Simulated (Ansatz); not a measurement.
## CdAu: pressure against volume

A database entry relaxed whole under r2SCAN (Pm-3m):

```yaml
crystal:
  lattice:
    - [3.35198, 0.00000, 0.00000]
    - [0.00000, 3.35198, 0.00000]
    - [0.00000, 0.00000, 3.35198]
  atoms:
    - { symbol: Cd, position: [0.50000, 0.50000, 0.50000] }
    - { symbol: Au, position: [0.00000, 0.00000, 0.00000] }
```

The cell was scaled uniformly, its shape held, and the atoms relaxed at each volume with plane-wave PAW DFT (Ansatz 0.2.0; r2SCAN, 500 eV, 10×10×10 Γ-centred mesh, fermi-dirac occupations of width 0.100 eV; no spin, no spin-orbit coupling). One row is withheld.

```csv
volume (Å³/atom),energy over the lowest (meV/atom),pressure (GPa)
17.701,25.5,7.82
18.078,?,?
18.454,2.5,2.27
18.831,0.0,0.00
19.208,2.5,-1.98
19.584,9.4,-3.70
19.961,20.0,-5.19
```

**Question.** Fit the pressures of the other rows to the third-order Birch-Murnaghan form.

**Answer.** With f = [(V₀/V)^(2/3) − 1]/2 and P = 3B₀f(1 + 2f)^(5/2)[1 + 3(B₀′ − 4)f/2], least squares gives V₀ = 18.83 Å³ an atom, B₀ = 106 GPa and B₀′ = 5.8; the rows miss the fit by less than 0.01 GPa. The slope of the energies differs from these pressures by 0.08 GPa, since they are taken to zero smearing while pressures follow the free energy.

**Question.** What does the withheld row hold?

**Answer.** The fit gives 4.86 GPa at 18.078 Å³; the run gave 4.86 GPa and 10.7 meV an atom.

Caveats: the shape of the cell was held; 0 K, fixed nuclei; the symmetry was kept, and this need not be the phase that is stable at 0 K; one mesh for all volumes; pressure is positive in compression.
